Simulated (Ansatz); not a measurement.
Zn (diamond): energy against volume

Theory: Ansatz 0.2.0, DFT, r2SCAN, plane waves (500 eV) with PAW, scalar-relativistic. (PAW data from PBE, frozen cores regenerated.)

The cell is scaled uniformly from the relaxed one, with fractional coordinates and shape fixed. Energies are extrapolated to zero smearing, pressures are those at the given smearing. Magnetic state: spin not included.

A Birch-Murnaghan fit gives V₀ = 22.94 Å³/atom, B₀ = 35 GPa, B₀′ = 5.4.

Q: What are the energy above the minimum and the pressure at 20.230 Å³/atom?

A: 45.0 meV/atom and 6.12 GPa as computed.

Q: What are the energy above the minimum and the pressure at 22.069 Å³/atom?

A: 3.8 meV/atom and 1.55 GPa as computed.

Q: What are the energy above the minimum and the pressure at 24.827 Å³/atom?

A: 14.1 meV/atom and -2.14 GPa as computed.
